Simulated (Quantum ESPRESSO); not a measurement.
# Moving one atom in BSi3C4

These are calculations, not measurements. They come from pw.x of Quantum ESPRESSO 7.5, a plane-wave density functional program, with PseudoDojo standard norm-conserving files (v0.5 for PBE, v0.4.1 for LDA and PBEsol). The cells are made up: elements, strain and atom displacements were drawn at random, and nothing was relaxed. There is no spin polarisation, spin-orbit coupling or dispersion term.

The cell has 8 sites of a zincblende or diamond lattice. Sites 1 to 4 hold B Si Si Si; sites 5 to 8 hold C C C C. Cell vectors in Å: (4.331, -0.013, 0.004); (-0.013, 4.241, -0.048); (0.004, -0.048, 4.341). Settings: PBE, cutoff 1116 eV, 6 x 6 x 6 k mesh shifted by half a step, Fermi-Dirac smearing of 0.1 eV.

Each run shifts the C atom on site 8 along y and leaves all else fixed. Site 2 is one of its nearest neighbours. E is the free energy of the cell above the lowest run shown.

```
run,shift (Å),Fy on site 8 (eV/Å),Fy on site 2 (eV/Å),P (GPa),E (meV)
1,-0.0935,2.923,-1.890,2.19,158.3
2,-0.0721,2.350,-1.677,1.98,101.9
4,-0.0082,0.634,-1.079,1.61,6.6
5,0.0071,0.224,-0.946,1.59,0.0
6,0.0774,-1.637,-0.388,1.74,49.9
7,0.1362,-3.151,0.010,2.23,190.9
3,-0.0517,?,?,?,?
```

A rerun of one of these cells at 1347 eV and k mesh 8 x 8 x 8 moved values by no more than 0.002 eV in the cell's energy, 0.11 GPa in stress and 0.011 eV/Å in force.

## Worked fit

A parabola through the six runs shown gives Fy on site 8 = 0.412 - 26.61 u + 3.1 u² eV/Å, with u in Å and a scatter of 0.007 eV/Å. Minus the slope, 26.61 ± 0.16 eV/Å², is this atom's force constant along y at u = 0, with its periodic images moving too. The fitted force vanishes at u = 0.016 Å, where the energy should be lowest along this line. The error is the larger of the fit's own and the change that a cubic makes, rounded up.

## Withheld run

Question: what Fy on site 8 should run 3 give?

The fit gives 1.796 eV/Å. The calculation gave 1.802 eV/Å.

| run | shift (Å) | Fy on site 8 (eV/Å) | Fy on site 2 (eV/Å) | P (GPa) | E (meV) |
| --- | --- | --- | --- | --- | --- |
| 3 | -0.0517 | 1.802 | -1.479 | 1.82 | 59.5 |